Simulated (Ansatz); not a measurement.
Trial structures of BAs₅: starts and ends

Computed with Ansatz 0.2.0, DFT PBE, scalar-relativistic, plane waves, PAW. Settings: cutoff 420 eV, Γ-centred meshes spaced at most about 0.3 Å⁻¹, and about 0.25 Å⁻¹ or finer for metals (2π included), Gaussian smearing. No spin polarisation in the final relaxations.

Each guess was relaxed in cell and atoms at zero pressure, within the symmetry of its start. These are static total energies at zero pressure. Coordination counts As atoms around B (those within 1.25 times the shortest such distance or 1.15 times the sum of covalent radii, 1.27 where that leaves under three; a plus sign parts nearer from farther groups; the shortest distance is added where it exceeds 1.18 times the sum of covalent radii).

```tsv
guess	made from	start group	V start (Å³/atom)	end group	V end (Å³/atom)	coordination at the end	gap on mesh (eV)	E over the lowest end (meV/atom)
1	HfPd5 type	Cmmm	21.1	Cmmm	19.8	B 8 from 2.6 Å	0	0
2	random cell	F-43m	21.8	F-43m	37.7	B 16 from 4.1 Å	0	643
3	NdPt5 type	P6/mmm	21.1	P6/mmm	20.4	B 6+12 from 3.0 Å	0	342
4	Be5Fe type	F-43m	22.2	?	?	?	?	?
5	random cell	P6/mmm	20.6	P6/mmm	29.2	B 2	0	102
```

Guess 4 as it starts:

```cif
data_structure
_symmetry_space_group_name_H-M 'F-43m'
_symmetry_Int_Tables_number 216
_cell_length_a 8.1020
_cell_length_b 8.1020
_cell_length_c 8.1020
_cell_angle_alpha 90.000
_cell_angle_beta 90.000
_cell_angle_gamma 90.000
_cell_volume 531.84
loop_
_atom_site_label
_atom_site_type_symbol
_atom_site_symmetry_multiplicity
_atom_site_Wyckoff_symbol
_atom_site_fract_x
_atom_site_fract_y
_atom_site_fract_z
_atom_site_occupancy
B1 B 4 d 0.25000 0.25000 0.75000 1
As1 As 16 e 0.37576 0.37576 0.12424 1
As2 As 4 b 0.50000 0.00000 0.00000 1
```

Question: Fill in the missing row: what does this guess relax into, and where does it rank?

Answer: It ends in space group F-43m (No. 216), with a = 7.760 Å, 19.5 Å³/atom and no gap. It lies 0.37 eV/atom over the lowest end, above guess 3 and below guess 2. Counting As atoms around B, this end has B 16 from 3.2 Å and the lowest (guess 1) has B 8 from 2.6 Å. The lowest (guess 1) holds As–As pairs (shortest 2.43 Å); in this end the shortest As–As distance is 2.70 Å, near bonding range too.

```cif
data_structure
_symmetry_space_group_name_H-M 'P 1'
_symmetry_Int_Tables_number 1
_cell_length_a 5.4874
_cell_length_b 5.4874
_cell_length_c 5.4874
_cell_angle_alpha 60.000
_cell_angle_beta 60.000
_cell_angle_gamma 60.000
_cell_volume 116.84
loop_
_atom_site_label
_atom_site_type_symbol
_atom_site_fract_x
_atom_site_fract_y
_atom_site_fract_z
_atom_site_occupancy
B1 B 0.25000 0.25000 0.25000 1
As1 As 0.87703 0.87703 0.87703 1
As2 As 0.87703 0.87703 0.36891 1
As3 As 0.87703 0.36891 0.87703 1
As4 As 0.36891 0.87703 0.87703 1
As5 As 0.50000 0.50000 0.50000 1
```

Energies over the elements count from the elements' standard structures at the same level, with no fitted energy shifts.

Question: Is the lowest end bound against the elements?

Answer: No: its formation energy is +0.78 eV/atom. The separate elements lie lower, so it is unstable against them.

Weakly bound directions are ill-defined at this level, which has no dispersion term (Cmmm, P6/mmm at 29.2 Å³/atom), and this can change margins and order among such cells. The reference form of As is held partly by dispersion forces, which this level lacks. Cells relaxed within their symmetry can be saddle points. A lower structure may well exist outside this small set. Some structure types and database cells were kept out of the candidates from the start, so a known form may be missing.
